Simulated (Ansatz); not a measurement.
Al (fcc, Cu type)

```
Al
1.0
    3.99072     0.00000     0.00000
    0.00000     3.99072     0.00000
    0.00000     0.00000     3.99072
Al
4
Direct
  0.00000   0.00000   0.00000
  0.50000   0.50000   0.00000
  0.50000   0.00000   0.50000
  0.00000   0.50000   0.50000
```

In this cell atom 4 (Al, nearest neighbour Al at 2.822 Å; its periodic images, 4.0 Å or more away, move with it) is moved by s along Cartesian z, unit vector (0.000, 0.000, 1.000); all other atoms and the cell stay fixed.

Computed with r2SCAN (plane waves to 500 eV, PAW, scalar-relativistic; Ansatz, an electronic-structure program). k mesh 9×9×9 (Γ-centred), Fermi-Dirac smearing 0.05 eV. E stands for the smeared free energy. With partly filled bands, energies and forces of such displacements shift with the k mesh and the smearing. On this mesh the relaxed cell isn't quite at rest: it carries a pressure of 0.3 GPa (compression positive) at the zero of the scan. Al was relaxed with its symmetry unable to fall. The PAW data are Ansatz's earlier set. The zero of ΔE is the undisplaced structure. The last digit holds for this mesh only.

```tsv
s (Å)	ΔE (meV/cell)
-0.280	withheld
-0.224	139.0
-0.168	77.9
-0.112	34.5
-0.056	8.6
0.000	0.0
0.056	8.6
0.112	34.5
0.168	77.9
0.224	139.0
0.280	withheld
```

**Question.** Fit an even polynomial form (powers 2, 4) to the given rows and predict ΔE at s = 0.280.

**Answer.** Least squares on the 9 given rows: ΔE = (2745)·s² + (494.9)·s⁴, in meV/cell with s in Å; root-mean-square residual 0.02 meV/cell. At 0.280 the fit gives 218.2 meV/cell; the calculation gives 218.3 meV/cell, so the extrapolation is off by -0.1 (-0.0 %). The quadratic term alone would give 215.2 meV/cell.

(For displaced atoms, the force is minus the slope of the energy, and its curvature is a force constant, which sets phonon frequencies.)
